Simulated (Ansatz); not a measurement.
Sb:
```yaml
crystal:
  lattice:
    - [-4.00403, 4.00403, 4.00403]
    - [4.00403, -4.00403, 4.00403]
    - [4.00403, 4.00403, -4.00403]
  atoms:
    - { symbol: Sb, position: [0.00000, 0.25000, 0.50000] }
    - { symbol: Sb, position: [0.25000, 0.50000, 0.00000] }
    - { symbol: Sb, position: [0.50000, 0.00000, 0.25000] }
    - { symbol: Sb, position: [0.25000, 0.25000, 0.25000] }
```

Relaxed with r²SCAN. Special points in fractions of this cell's reciprocal vectors: Γ (0.000, 0.000, 0.000); H (0.500, -0.500, 0.500); N (0.000, 0.000, 0.500); P (0.250, 0.250, 0.250).

Problem. List the band energies nearest the Fermi level at these points for plane-wave PAW r²SCAN (Ansatz code).

Solution. In eV from the Fermi level; about four levels below and three above (degenerate sets whole), none deeper than 8.9 eV; points with the same levels are listed once.

```
k                          below                above
-  -----------------------------  -------------------
Γ  -3.69 -3.69 -1.32 -1.32 -1.32       0.86 0.86 0.86
H        -0.71 -0.01 -0.01 -0.01       1.76 1.76 1.76
N        -1.34 -1.20 -1.16 -0.76       0.19 1.30 3.16
P        -1.86 -1.86 -0.44 -0.44  0.62 0.62 3.17 3.17
```

Space group I4_132. The start of the workflow was typed in or built on a structure type; neither database checked (COD, Materials Project) lists it. It is not the phase usual at ambient conditions (space group No. 166). Symmetry was held in the r²SCAN relaxation; whether a distortion lowers the energy is not shown. The volume moved by 66 % from the start of the relaxation. Scalar-relativistic: spin–orbit coupling is off unless named, which matters more the heavier the elements.

Potentials: the later of the program's two PAW sets.
